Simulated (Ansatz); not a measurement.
Structures of CaO3: which is lowest?

Plane-wave DFT in Ansatz with scalar-relativistic PAW potentials, cutoff 420 eV, Γ-centred meshes chosen by cell and gap, Gaussian smearing with energies taken to zero width. Every cell was relaxed (cell and atoms) in a run of its own, within the symmetry of its start. Functional: PBE.

Relaxed structures (starts from databases or built by putting these elements on another compound's sites):
A. Pm-3m, 4 atoms in the computed cell, a = 3.598 Å; sites (symmetry × multiplicity) Ca m-3m × 1, O 4/mm.m × 3; start: built
B. P6_3/mmc, 8 atoms in the computed cell, a = 5.075 Å, c = 4.520 Å; sites (symmetry × multiplicity) Ca -6m2 × 2, O mm2 × 6; start: built

Problem. Rank them by energy. Could pressure change the order?

Solution.
| structure | group | E − E(lowest) (meV/atom) | V (Å³/atom) | gap on mesh (eV) |
| --- | --- | --- | --- | --- |
| B | P6_3/mmc | 0.0 | 12.60 | 0.00 |
| A | Pm-3m | 88 | 11.65 | 0.00 |

B is lowest, 88 meV/atom under A. A is denser by 0.95 Å³/atom, so pressure favours it: ΔE/ΔV, with ΔE in eV and 1 eV/Å³ = 160.2 GPa, gives about 15 GPa for equal enthalpy if both cells were rigid, a rough figure since the two compress differently. Other structures may lie lower than all of these, and vibrations aren't counted.

Magnetic cells started from one order each; another order can shift an energy by tens of meV per atom.